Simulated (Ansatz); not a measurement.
**Ag (P6_3/mmc), symmetry broken, then relaxed**

Method: DFT r2SCAN, scalar-relativistic, plane waves, PAW (Ansatz 0.2.0). Cutoff 500 eV, Γ-centred 12×12×4 k-points, Gaussian smearing of 0.15 eV. No spin polarisation. Energies are free energies at this smearing, counted from the undisturbed cell; pressure is positive in compression.

The undisturbed cell (relaxed at this level; this form isn't the usual structure):

```
Ag
1.0
     2.90521    0.00000    0.00000
    -1.45260    2.51598    0.00000
     0.00000    0.00000    9.46699
Ag
4
Direct
  0.33333 0.66667 0.25000
  0.66667 0.33333 0.75000
  0.00000 0.00000 0.00000
  0.00000 0.00000 0.50000
```

The atoms are displaced (Å, in the unstrained cell):

```
atom ux uy uz
 Ag1   0.004  -0.002   0.012
 Ag2  -0.017   0.014  -0.012
 Ag3   0.027  -0.002   0.026
 Ag4  -0.014  -0.010  -0.026
```

Cell and atoms are then relaxed.

Task: Does the relaxation return to the undisturbed structure?

Result: Yes (up to a choice of domain or origin): same space group and volume, and an energy -0.1 meV/atom from it. The disturbance itself cost 1.4 meV/atom. The final space group reads P6_3/mmc (tolerance 0.05 Å) and the volume changes by 0.15 %.

Final structure:

```yaml
crystal:
  lattice:
    - [2.90984, 0.00070, 0.00021]
    - [-1.45431, 2.52055, -0.00013]
    - [0.00067, -0.00010, 9.44789]
  atoms:
    - { symbol: Ag, position: [0.33357, 0.66627, 0.24999] }
    - { symbol: Ag, position: [0.66618, 0.33409, 0.75003] }
    - { symbol: Ag, position: [0.00057, 0.99985, 0.99994] }
    - { symbol: Ag, position: [0.99968, 0.99979, 0.50003] }
```

The relaxation, step by step (energy from the first step; small jumps at an unchanged geometry come where the plane waves are selected anew for the new cell):

| step | ΔE (meV/atom) | largest force component (eV/Å) | pressure (GPa) |
| --- | --- | --- | --- |
| 1 | 0.0 | 0.158 | 0.20 |
| 2 | -0.5 | 0.160 | 0.00 |
| 3 | -1.5 | 0.004 | -0.02 |
| 4 | -1.5 | 0.004 | -0.02 |

Frames along the relaxation (Å, eV/Å):

```xyz
4
Lattice="2.905 0.000 0.000 -1.453 2.516 0.000 0.000 0.000 9.467" Properties=species:S:1:pos:R:3:forces:R:3 pbc="T T T" step=1
Ag    0.004    1.676    2.379    0.001   -0.006   -0.075
Ag    1.436    0.852    7.088    0.018   -0.017    0.060
Ag    0.027   -0.002    0.026   -0.030    0.005   -0.143
Ag   -0.014   -0.010    4.707    0.011    0.017    0.158
4
Lattice="2.911 0.001 -0.001 -1.454 2.522 0.000 -0.004 0.000 9.438" Properties=species:S:1:pos:R:3:forces:R:3 pbc="T T T" step=2
Ag    0.001    1.682    2.351    0.000   -0.001    0.038
Ag    1.453    0.842    7.089   -0.001    0.000   -0.083
Ag    0.001    0.001   -0.025    0.000    0.000    0.160
Ag   -0.004   -0.001    4.741    0.002    0.002   -0.115
4
Lattice="2.910 0.001 0.000 -1.454 2.521 0.000 0.001 0.000 9.448" Properties=species:S:1:pos:R:3:forces:R:3 pbc="T T T" step=3
Ag    0.002    1.680    2.362    0.000    0.000    0.000
Ag    1.453    0.842    7.086    0.002   -0.002   -0.003
Ag    0.002    0.000   -0.001   -0.003    0.001    0.004
Ag    0.000   -0.001    4.724    0.000    0.001   -0.001
4
Lattice="2.910 0.001 0.000 -1.454 2.521 0.000 0.001 0.000 9.448" Properties=species:S:1:pos:R:3:forces:R:3 pbc="T T T" step=4
Ag    0.002    1.680    2.362    0.000    0.000    0.000
Ag    1.453    0.842    7.086    0.002   -0.002   -0.003
Ag    0.002    0.000   -0.001   -0.003    0.001    0.004
Ag    0.000   -0.001    4.724    0.000    0.001   -0.001
```

Cost: 3 runs of about 6.1 core-minutes in all, on Intel Xeon 6975P-C (Granite Rapids) (shared hosts).